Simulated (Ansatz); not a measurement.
The start is a relaxed Pd cell, doubled along one cell vector, shaken by Gaussian noise of σ = 0.08 Å a coordinate. The structure is fully relaxed (lattice and positions, P = 0) with r2SCAN (plane waves to 500 eV, PAW, scalar-relativistic; Ansatz, a first-principles code). The first steps use a coarse 14×14×7 k-mesh.

Input geometry:
```yaml
crystal:
  lattice:
    - [0.00000, 1.95418, 1.95418]
    - [1.95418, 0.00000, 1.95418]
    - [3.90836, 3.90836, 0.00000]
  atoms:
    - { symbol: Pd, position: [0.07487, 0.98510, 0.97724] }
    - { symbol: Pd, position: [0.97518, 0.97919, 0.52456] }
```

Task: How large is the pressure on the unrelaxed cell, and of which sign?

Result: +6.3 GPa (positive: the cell is compressed).

Task: What is the largest force in the starting geometry, and on which atom (counted from 1)?

Result: 2.33 eV/Å, on Pd1, Pd2 (atoms numbered as listed).

Task: Is the parent structure recovered?

Result: It relaxes back to the parent, Fm-3m (No. 225).

Task: How do the shortest distances between atoms change?

Result: The closest pairs of elements (up to four, under 3.6 Å), start → end: Pd–Pd 2.50 → 2.76 Å.

Task: Is the relaxed structure metallic? Give its gap.

Result: No gap (metallic).

The end point of the relaxation:

```cif
data_Pd4
_chemical_formula_sum 'Pd4'
_space_group_name_H-M_alt 'Fm-3m'
_space_group_IT_number 225
_space_group_name_Hall '-F 4 2 3'
_cell_length_a 3.90836
_cell_length_b 3.90836
_cell_length_c 3.90836
_cell_angle_alpha 90.000
_cell_angle_beta 90.000
_cell_angle_gamma 90.000
loop_
_atom_site_label
_atom_site_type_symbol
_atom_site_symmetry_multiplicity
_atom_site_Wyckoff_symbol
_atom_site_fract_x
_atom_site_fract_y
_atom_site_fract_z
_atom_site_occupancy
Pd1 Pd 4 a 0.00000 0.00000 0.00000 1
```
(The calculation used a cell of 1 atom; values per cell refer to that cell.)

Final values are on a 20×20×20 k-mesh of the relaxed cell. No spin polarisation in the result.

The run could not lose the symmetry of its start.
